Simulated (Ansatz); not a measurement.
A relaxed cell of Sc3Al2 is given with its symmetry left out. The cell was found from a structure generator's guess, not taken from experiment.

All numbers below come from DFT PBE, scalar-relativistic, plane waves, PAW (Ansatz). Cutoff 420 eV, Γ-centred mesh, Gaussian smearing, no spin polarisation.

```
Sc Al
1.0
    -1.58133    1.58133   10.27624
     1.58133   -1.58133   10.27624
     1.58133    1.58133  -10.27624
Sc Al
3 2
Cartesian
  0.0000 0.0000 14.1962
  0.0000 0.0000 10.2762
  0.0000 0.0000 6.3562
  0.0000 0.0000 1.9664
  0.0000 0.0000 18.5860
```

Formation energies are uncorrected and refer to the elements' standard structures at the same level.

Question: What space group does it have?

Answer: I4/mmm (No. 139), with Sc and Al ordered on fcc sites. Conventional cell: a = 3.163 Å, c = 20.552 Å. Sc on a site of symmetry 4mm is surrounded by 4 Al at 2.97 Å and 8 Sc at 3.16–3.31 Å; around Sc on a site of symmetry 4/mmm lie 8 Al at 2.98 Å and 4 Sc at 3.16 Å; Al has 8 Sc at 2.97–2.98 Å and 4 Al at 3.16 Å.

Question: How far does it lie from the elements in energy?

Answer: −0.36 eV/atom. Whether it is stable depends on the other phases of the system, which aren't compared here.

Question: Is it a metal?

Answer: Yes, bands cross the Fermi level on the 16×16×16 mesh.

The last run used a 16×16×16 mesh for its 5-atom cell and Gaussian smearing of 0.10 eV. A later test with randomly moved atoms came back to the same energy, though modes that don't fit the test's cell weren't probed.
